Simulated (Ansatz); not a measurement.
# Comparing deformations in Ta$_{3}$N

Computed with Ansatz, DFT PBE, scalar-relativistic, plane waves, PAW. Settings: plane waves to 420 eV, k-mesh 18×18×6 (Γ-centred), Gaussian smearing 0.15 eV. Spin–orbit coupling is left out, which can shift energies with elements as heavy as these. No spin polarisation. Energies are free energies at this smearing, counted from the undisturbed cell; pressure is positive in compression.

Zero of the scan (relaxed at this level; it needn't be the usual structure):

```yaml
crystal:
  lattice:
    - [3.02177, 0.00000, 0.00000]
    - [-1.51089, 2.61693, 0.00000]
    - [0.00000, 0.00000, 7.55759]
  atoms:
    - { symbol: Ta, position: [0.00000, 0.00000, 0.50000] }
    - { symbol: Ta, position: [0.33333, 0.66667, 0.17360] }
    - { symbol: Ta, position: [0.66667, 0.33333, 0.82640] }
    - { symbol: N, position: [0.00000, 0.00000, 0.00000] }
```

The cell is strained by ε times a Voigt pattern (xx, yy, zz, yz, xz, xy; engineering shear) with fractional coordinates fixed. τ = (1/V0) dE/dε comes from the stress tensor. Of each scan, only the three points used here are listed.

| pattern | ε | τ (GPa) |
| --- | --- | --- |
| (0, 0, 0, 1, 0, 0) | -0.0150 | 0.244 |
| (0, 0, 0, 1, 0, 0) | 0.0000 | 0.000 |
| (0, 0, 0, 1, 0, 0) | 0.0150 | -0.123 |
| (1, -1, 0, 0, 0, 0) | -0.0100 | -3.09 |
| (1, -1, 0, 0, 0, 0) | 0.0000 | 0.00 |
| (1, -1, 0, 0, 0, 0) | 0.0100 | 3.01 |

**Question.** Which constants do the scans give, and which deformation costs least for the same size of strain tensor?

**Answer.** The slope dτ/dε at zero (parabola through three points) is pᵀCp: (0, 0, 0, 1, 0, 0) gives C44 = -12.3 GPa; (1, -1, 0, 0, 0, 0) gives C11 + C22 − 2 C12 = 305 GPa. The size of the strain tensor, ε:ε, is ε² times 0.5, 2.0. Per unit of it the stiffnesses are -24.5, 152 GPa, so (0, 0, 0, 1, 0, 0) is the softest of these, and it is unstable with clamped ions. These are clamped-ion values.

Forces appear on the atoms along this scan, and letting them relax would lower the energy and soften the response. In a metal these slopes depend on the k mesh and the smearing.

Cost: 19 runs of about 2.9 core-minutes in all, on AMD EPYC 9R45 (Zen 5) (shared hosts).